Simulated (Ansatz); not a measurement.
Si₃N₄ (P6_3/m) from a database of computed structures, relaxed with r2SCAN in Ansatz. It is hexagonal, P6_3/m (No. 176); a = 7.606 Å, c = 2.906 Å in the conventional setting, 10.40 Å³ an atom. Si is surrounded by 4 N at 1.73–1.74 Å; N is surrounded by 3 Si at 1.73 Å; N is surrounded by 3 Si at 1.73–1.74 Å.

The axes x, y and z are those of this cell:
```
CELL_PARAMETERS angstrom
7.60566 0.00000 0.00000
-3.80283 6.58670 0.00000
0.00000 0.00000 2.90565
ATOMIC_POSITIONS crystal
Si 0.23061 0.82457 0.75000
Si 0.40604 0.23061 0.25000
Si 0.82457 0.59396 0.25000
Si 0.17543 0.40604 0.75000
Si 0.59396 0.76939 0.75000
Si 0.76939 0.17543 0.25000
N 0.33333 0.66667 0.75000
N 0.66667 0.33333 0.25000
N 0.96874 0.66968 0.75000
N 0.29906 0.96874 0.25000
N 0.66968 0.70094 0.25000
N 0.33032 0.29906 0.75000
N 0.03126 0.33032 0.25000
N 0.70094 0.03126 0.75000
```

Unstrained: PBE gives an indirect gap of 4.334 eV, from Γ–A (0.34 of the way from Γ) to Γ; the least direct gap is 4.538 eV at Γ. r2SCAN gives an indirect gap of 4.990 eV, from Γ–A (0.34 of the way from Γ) to Γ; the least direct gap is 5.204 eV at Γ. The HSE06 gap is indirect, 5.774 eV (Γ–A (0.34 of the way from Γ) to Γ), below the direct gap of 6.006 eV at Γ. Meshes: PBE 6×6×8, r2SCAN 6×6×8, HSE06 3×3×6. Strains are changes of length per length. After each strain the atoms were relaxed again with r2SCAN within the symmetry that the strain leaves, so tilts or polar shifts that break it weren't tested; points keep the names that they have in the unstrained zone. Calculated for a static, non-magnetic cell.

(1) Apply isotropic +1.0 % on every length. How far does the gap move, against the unstrained cell?

(2) Estimate what isotropic +2.0 % on every length does to the gap.

(3) Apply isotropic -1.0 % on every length. How far does the gap move, against the unstrained cell?

(4) Apply isotropic +3.0 % on every length. How far does the gap move, against the unstrained cell?

(5) Apply isotropic -3.0 % on every length. How far does the gap move, against the unstrained cell?

(6) Apply isotropic -2.0 % on every length. How far does the gap move, against the unstrained cell?

(7) Order the strained cells by their HSE06 gap, smallest first.
A. isotropic -2.0 % on every length
B. isotropic -1.0 % on every length
C. isotropic +2.0 % on every length
D. isotropic +3.0 % on every length
E. isotropic +1.0 % on every length
F. isotropic -3.0 % on every length

Results:

(1) PBE: the gap goes from 4.334 to 4.214 eV (-0.120 eV). r2SCAN: the gap goes from 4.990 to 4.861 eV (-0.129 eV). HSE06: the gap goes from 5.774 to 5.648 eV (-0.126 eV). The r2SCAN energy rises by 7.2 meV an atom.

(2) PBE: the gap goes from 4.334 to 4.094 eV (-0.240 eV); the edges go from Γ–A (0.34) → Γ to Γ–A (0.35) → Γ. r2SCAN: the gap goes from 4.990 to 4.732 eV (-0.258 eV); the edges go from Γ–A (0.34) → Γ to Γ–A (0.35) → Γ. HSE06: the gap goes from 5.774 to 5.522 eV (-0.252 eV); the edges go from Γ–A (0.34) → Γ to Γ–A (0.35) → Γ. The r2SCAN energy rises by 28.2 meV an atom.

(3) PBE: the gap goes from 4.334 to 4.453 eV (+0.119 eV); the edges go from Γ–A (0.34) → Γ to Γ–A (0.33) → Γ. r2SCAN: the gap goes from 4.990 to 5.119 eV (+0.129 eV); the edges go from Γ–A (0.34) → Γ to Γ–A (0.33) → Γ. HSE06: the gap goes from 5.774 to 5.900 eV (+0.126 eV); the edges go from Γ–A (0.34) → Γ to Γ–A (0.33) → Γ. The r2SCAN energy rises by 7.7 meV an atom.

(4) PBE: the gap goes from 4.334 to 3.900 eV (-0.434 eV); the edges go from Γ–A (0.34) → Γ to Γ–A (0.36) → Γ. r2SCAN: the gap goes from 4.990 to 4.448 eV (-0.542 eV); the edges go from Γ–A (0.34) → Γ to Γ–A (0.36) → Γ. HSE06: the gap goes from 5.774 to 5.368 eV (-0.406 eV); the edges go from Γ–A (0.34) → Γ to Γ–A (0.36) → Γ. The r2SCAN energy rises by 61.6 meV an atom.

(5) PBE: the gap goes from 4.334 to 4.692 eV (+0.358 eV); the edges go from Γ–A (0.34) → Γ to Γ–A (0.31) → Γ. r2SCAN: the gap goes from 4.990 to 5.376 eV (+0.386 eV); the edges go from Γ–A (0.34) → Γ to Γ–A (0.31) → Γ. HSE06: the gap goes from 5.774 to 6.151 eV (+0.377 eV); the edges go from Γ–A (0.34) → Γ to Γ–A (0.31) → Γ. The r2SCAN energy rises by 72.9 meV an atom.

(6) PBE: the gap goes from 4.334 to 4.573 eV (+0.239 eV); the edges go from Γ–A (0.34) → Γ to Γ–A (0.32) → Γ. r2SCAN: the gap goes from 4.990 to 5.248 eV (+0.258 eV); the edges go from Γ–A (0.34) → Γ to Γ–A (0.32) → Γ. HSE06: the gap goes from 5.774 to 6.025 eV (+0.251 eV); the edges go from Γ–A (0.34) → Γ to Γ–A (0.32) → Γ. The r2SCAN energy rises by 31.5 meV an atom.

(7) D (5.37 eV), C (5.52 eV), E (5.65 eV), B (5.90 eV), A (6.03 eV), F (6.15 eV).

Where an edge lies off the special points, it is a point of the mesh or the k point where a search put PBE's edge or least direct gap, reused for the other functionals, whose own edges may lie a little apart.

The meshes of the hybrids are coarse, so their gaps aren't converged to the digits shown.
